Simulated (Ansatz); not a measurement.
Given:

Starting cell, Re (hcp, Mg type):

```yaml
crystal:
  lattice:
    - [5.55022, 0.00000, 0.00000]
    - [-1.38756, 2.40332, 0.00000]
    - [0.00000, 0.00000, 4.48300]
  atoms:
    - { symbol: Re, position: [0.16667, 0.66667, 0.75000] }
    - { symbol: Re, position: [0.66667, 0.66667, 0.75000] }
    - { symbol: Re, position: [0.33333, 0.33333, 0.25000] }
    - { symbol: Re, position: [0.83333, 0.33333, 0.25000] }
```

The atoms are displaced by Q × the pattern below (from a DFPT mode at M = (0.5, 0.0, 0.0), largest move 1; Q in Å), at fixed cell. (q is in reciprocal vectors of the primitive cell; the cell shown is doubled to hold the pattern.)

| atom | x | y | z |
|---|---|---|---|
| Re1 | 0.866 | 0.500 | 0.000 |
| Re2 | -0.866 | -0.500 | 0.000 |
| Re3 | 0.866 | 0.500 | 0.000 |
| Re4 | -0.866 | -0.500 | 0.000 |

Method: PBE (plane waves to 420 eV, PAW, scalar-relativistic; Ansatz, a quantum-chemistry and plane-wave program). k mesh 19×19×11 (Γ-centred), Fermi-Dirac smearing 0.05 eV. E stands for the smeared free energy. With partly filled bands, energies and forces of such displacements shift with the k mesh and the smearing. Re is run without spin polarisation. Re was relaxed with its symmetry unable to fall. Spin-orbit coupling is left out, though Re is heavy. The zero of ΔE is the undisplaced structure.

The scan covers Q from -0.100 to 0.100 Å in 13 points.

### Question
Is this a single well or a double well?

### Answer
A single well with its minimum at or next to zero displacement.

### Question
Which space group does the distorted structure have?

### Answer
Pmma (No. 51), lowered from P6_3/mmc.

### Question
What is the energy change at Q = 0.100 Å?

### Answer
535 meV/cell.

### Question
What harmonic wavenumber does the curvature at Q = 0 give?

### Answer
200 cm⁻¹.

(A displaced cell: forces are minus the slopes of the energy, force constants its curvatures, and phonons follow from these.)
